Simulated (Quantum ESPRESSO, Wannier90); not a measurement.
**Wannierisation of HgTe (zinc blende)**

```yaml
crystal:
  lattice:
    - [0.00000, 3.28999, 3.28999]
    - [3.28999, 0.00000, 3.28999]
    - [3.28999, 3.28999, 0.00000]
  atoms:
    - { symbol: Hg, position: [0.00000, 0.00000, 0.00000] }
    - { symbol: Te, position: [0.75000, 0.75000, 0.75000] }
```

Cell from Materials Project (mp-2730), symmetrised, no further relaxation. COD (Crystallography Open Database) has the formula in 2 space groups, this one among them (matched by group alone). Computed values, not measurements, from PBEsol: Quantum ESPRESSO (norm-conserving PseudoDojo potentials, cutoff 66 Ry, no spin polarisation, no spin-orbit coupling) on a Γ-centred 6×6×6 mesh, then Wannier90. Density: 8×8×8 mesh, Gaussian smearing 0.01 Ry. Spin-orbit coupling is left out although heavy elements are present.

The lattice is scaled uniformly with fixed fractional positions, and at each scale an atom-like model (Hg sp, Te sp; disentangled, num_iter = 0) is made. Listed is the largest hopping of each kind of orbital pair shown, with the distance of the two functions' centres at scale 1; the mesh was not varied.

```csv
scale,"modulus of t, Te2 pz–Hg1 px at 2.85 Å (eV)","modulus of t, Hg1 s–Te2 s at 2.85 Å (eV)","modulus of t, Te2 s–Hg1 pz at 2.85 Å (eV)"
0.970,1.211,1.306,1.204
0.990,1.159,1.183,1.127
1.000,1.132,1.127,1.090
1.010,1.104,1.073,1.052
1.030,1.051,0.974,0.982
```

### Question
With |t| ∝ d^(−η), find η for each hopping from the ends of the series.

### Answer
- Te2 pz–Hg1 px at 2.85 Å: η = −ln(1.051/1.211)/ln(1.030/0.970) = 2.4
- Hg1 s–Te2 s at 2.85 Å: η = −ln(0.974/1.306)/ln(1.030/0.970) = 4.9
- Te2 s–Hg1 pz at 2.85 Å: η = −ln(0.982/1.204)/ln(1.030/0.970) = 3.4
Harrison's rules would take η = 2.0, 2.0, 2.0 for these pairs; they describe atomic orbitals, while these are orthogonalised and change shape with the volume.
